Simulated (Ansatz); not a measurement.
Input:

HBr:
Space group Cmc2₁ (No. 36); a = 6.2690 Å, b = 5.2893 Å, c = 5.4400 Å, α = 90.00°, β = 90.00°, γ = 90.00°

```csv
atom,site,symmetry,x,y,z
H,4a,m..,0.0000,0.0608,0.1833
Br,4a,m..,0.0000,0.7451,0.4957
```
(The calculation used a cell of 4 atoms; values per cell refer to that cell.)

This is the r²SCAN+D4-relaxed structure.

Task: All from plane-wave PAW r²SCAN+D4 (Ansatz code), unless another level is named. Give the bulk modulus (Birch–Murnaghan fit).

Result: 5.6 GPa.

Task: Give the highest zone-centre frequency (without LO–TO term).

Result: 2327 cm⁻¹.

Space group Cmc2_1. The workflow started from an entry of the Crystallography Open Database (COD), which files this formula under 3 space groups. Symmetry was held in the r²SCAN+D4 relaxation; of distortions, only those at the zone centre were tested. The substance is a gas or liquid at ambient conditions.

Potentials: the later of the program's two PAW sets.
